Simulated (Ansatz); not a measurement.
SnO$_{2}$ (rutile)

```yaml
crystal:
  lattice:
    - [4.82754, 0.00000, 0.00000]
    - [0.00000, 4.82754, 0.00000]
    - [0.00000, 0.00000, 3.23815]
  atoms:
    - { symbol: Sn, position: [0.00000, 0.00000, 0.00000] }
    - { symbol: Sn, position: [0.50000, 0.50000, 0.50000] }
    - { symbol: O, position: [0.30658, 0.30658, 0.00000] }
    - { symbol: O, position: [0.80658, 0.19342, 0.50000] }
    - { symbol: O, position: [0.19342, 0.80658, 0.50000] }
    - { symbol: O, position: [0.69342, 0.69342, 0.00000] }
```

In this cell atom 3 (O, nearest neighbour Sn at 2.089 Å; its periodic images, 3.2 Å or more away, move with it) is moved by s along Cartesian [111], unit vector (0.577, 0.577, 0.577); all other atoms and the cell stay fixed.

Computed with PBE (plane waves to 420 eV, PAW, scalar-relativistic; Ansatz, a first-principles code). k mesh 6×6×8 (Γ-centred), Fermi-Dirac smearing 0.05 eV. Energies are smeared free energies. Left out: 1 of 11 points, with atoms too close for the PAW data. SnO2 was relaxed with its symmetry unable to fall. The zero of ΔE is the undisplaced structure.

```
s (Å)   ΔE (meV/cell)
------  -------------
-0.630       withheld
-0.504           2341
-0.378           1240
-0.252            532
-0.126            132
0.000               0
0.126             147
0.252             659
0.378            1724
0.504            3684
```

### Question
Fit a polynomial form (powers 2, 3, 4) to the given rows and predict ΔE at s = -0.630.

### Answer
Least squares on the 9 given rows: ΔE = (8498)·s² + (5114)·s³ + (13230)·s⁴, in meV/cell with s in Å; root-mean-square residual 20.0 meV/cell. At -0.630 the fit gives 4178 meV/cell; the calculation gives 3950 meV/cell, so the extrapolation is off by 228 (+5.8 %). The quadratic term alone would give 3373 meV/cell.

(A displaced cell: forces are minus the slopes of the energy, force constants its curvatures, and phonons follow from these.)
